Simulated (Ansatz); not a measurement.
CdTe:
```
CdTe
1.0
    0.00000     3.27891     3.27891
    3.27891     0.00000     3.27891
    3.27891     3.27891     0.00000
Te Cd
1 1
Direct
  0.75000   0.75000   0.75000
  0.00000   0.00000   0.00000
```

Relaxed with r²SCAN. Special points in fractions of this cell's reciprocal vectors: Γ (0.000, 0.000, 0.000); X (0.500, 0.000, 0.500); U (0.625, 0.250, 0.625); K (0.375, 0.375, 0.750); L (0.500, 0.500, 0.500); W (0.500, 0.250, 0.750).

Q: List the band energies nearest the valence-band maximum at these points for r²SCAN (plane waves, PAW; program Ansatz).

A: In eV from the valence-band maximum; about four levels below and three above (degenerate sets whole), none deeper than 8.9 eV; points with the same levels are listed once.

```csv
k,below,above
Γ,-8.23 -8.23 0.00 0.00 0.00,1.16 5.08 5.08 5.08
X,-7.73 -4.17 -1.78 -1.78,2.97 3.00 9.23
U,-7.70 -4.06 -2.45 -1.47,3.25 4.83 7.77
L,-7.87 -4.28 -0.73 -0.73,2.20 5.62 5.62
W,-7.66 -4.03 -2.24 -2.09,4.55 4.96 6.06
```

Space group F-43m (zinc blende). The cell was relaxed with r²SCAN under the symmetry of its start. Spin–orbit coupling is left out wherever it is not named.

Potentials: the later of the program's two PAW sets.
